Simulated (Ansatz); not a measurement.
**What a change of settings does to a run on BPt**

Structure from Materials Project entry mp-1096829 (possibly hypothetical), not relaxed further.

First run: DFT, PBE, all-electron PAW with datasets made for the crystal, scalar-relativistic (Ansatz 0.2.0).

Command: `ansatz run input.yaml --threads 1 --pin off --max-ram 4096MiB --backend cpu --events-out ev --progress --plain --runs-dir out` The run took about 19 s on 1 thread of a shared machine.

```yaml
crystal:
  lattice:
    - [3.2294277022, 0.0, 0.0]
    - [-1.6147138511, 2.7967664298, 0.0]
    - [0.0, 0.0, 5.261273]
  atoms:
    - { symbol: B, position: [0.6666666667, 0.3333333333, 0.75] }
    - { symbol: B, position: [0.3333333333, 0.6666666667, 0.25] }
    - { symbol: Pt, position: [0.0, 0.0, 0.0] }
    - { symbol: Pt, position: [0.0, 0.0, 0.5] }
kpoints:
  mp_grid: { grid: [12, 12, 6] }
  band_path:
    path:
      - [0.0, 0.0, 0.0]
      - [0.5, 0.0, 0.0]
      - [0.3333333333, 0.3333333333, 0.0]
      - [0.0, 0.0, 0.0]
      - [0.0, 0.0, 0.5]
      - [0.5, 0.0, 0.5]
      - [0.3333333333, 0.3333333333, 0.5]
      - [0.0, 0.0, 0.5]
      - [0.5, 0.0, 0.5]
    npoints: 8
scf:
  occupations: { method: fermi_dirac, width: 0.05 }
hamiltonian:
  xc: pbe
  pseudopotentials: { kind: all_electron, datasets: crystal }
output:
  forces: true
  stress: true
  eigenvalues: true
  efg: { contact_densities: true }
```

Result: converged; pressure -1.05 GPa; no gap on the k mesh; 9 SCF iterations.

Spin–orbit coupling is left out, though it moves levels of the heavy atoms by tenths of an eV or more.

The input is then changed:

```diff
@@ -9,6 +9,7 @@
     - { symbol: Pt, position: [0.0, 0.0, 0.0] }
     - { symbol: Pt, position: [0.0, 0.0, 0.5] }
+  symmetry: { detect: false }
 kpoints:
-  mp_grid: { grid: [12, 12, 6] }
+  mp_grid: { grid: [6, 6, 3] }
   band_path:
     path:
@@ -28,4 +29,5 @@
   xc: pbe
   pseudopotentials: { kind: all_electron, datasets: crystal }
+  hubbard: { sites: [{ species: Pt, l: d, u_eff: 2.0 }], double_counting: fll }
 output:
   forces: true
```

Problem. Predict the outcome of the changed run.

Solution. It was refused before any iteration. The program says:
```
Error: 2 input errors — fix all and re-run
  2. hamiltonian.pseudopotentials.datasets: crystal with hamiltonian.hubbard without hamiltonian.hubbard.projectors: augmentation-sphere — beside datasets made for the crystal a Hubbard term projects on shells inside the augmentation spheres: set hamiltonian.hubbard.projectors: augmentation-sphere, with a U that was fitted under it, at the same cutoff radius
``` Some of these settings are too coarse for converged properties.
